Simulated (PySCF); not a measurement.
PySCF single point, B3LYP/def2-SVP, density fitting, vacuum, on diantimony, Sb2 (SMILES [Sb]#[Sb]), charge 0, multiplicity 1.

```python
from pyscf import gto, scf, dft
mol = gto.M(atom='''
Sb     1.267044    -0.018798     0.009791
Sb    -1.267044     0.018798    -0.009791
''', basis='def2-SVP', ecp={'Sb': 'def2-SVP'}, charge=0, spin=0, verbose=3)
mf = dft.RKS(mol, xc='B3LYP')
mf = mf.density_fit()
mf.max_cycle = 100
e = mf.kernel()
print('converged', mf.converged)
print('E_total', e)
print('nao', mol.nao)
print('HOMO', mf.mo_energy[mf.mo_occ > 0].max())
mf.dip_moment()
```

Output:

```
converged SCF energy = -480.68314444309
converged True
E_total -480.6831444430905
nao 52
HOMO -0.22914991690320272
Dipole moment(X, Y, Z, Debye):  0.00000, -0.00000,  0.00000
```

The total energy is -13080.05 eV.
